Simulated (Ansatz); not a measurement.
HfC:
```
HfC
1.0
    0.00000     2.51333     2.51333
    2.51333     0.00000     2.51333
    2.51333     2.51333     0.00000
Hf C
1 1
Direct
  0.00000   0.00000   0.00000
  0.25000   0.25000   0.25000
```

Relaxed with r²SCAN. Special points in fractions of this cell's reciprocal vectors: Γ (0.000, 0.000, 0.000); X (0.500, 0.000, 0.500); U (0.625, 0.250, 0.625); K (0.375, 0.375, 0.750); L (0.500, 0.500, 0.500); W (0.500, 0.250, 0.750).

List the band energies nearest the valence-band maximum at these points for DFT-r²SCAN in the program Ansatz with PAW potentials.

In eV from the valence-band maximum; about four levels below and three above (degenerate sets whole), none deeper than 8.9 eV; points with the same levels are listed once.

| k | below | above |
|---|---|---|
| Γ | -2.36 -2.36 -2.36 | 3.83 3.99 3.99 |
| X | -4.18 -0.06 -0.06 | 0.77 4.95 5.76 |
| U | -3.40 -1.09 -0.57 | 0.93 4.44 4.89 |
| L | -3.01 -1.72 -1.72 | 4.35 4.78 4.78 |
| W | -2.88 -1.95 0.00 | 0.57 3.88 5.60 |

Space group F-43m (zinc blende). The start of the workflow was typed in or built on a structure type; neither database checked (COD, Materials Project) lists it. It is not the phase usual at ambient conditions (space group No. 225). The r²SCAN relaxation kept the symmetry of its start; whether a distortion lowers the energy is not shown. The run is not spin-polarised. Spin–orbit coupling is left out wherever it is not named.

Potentials: the earlier of the program's two PAW sets.
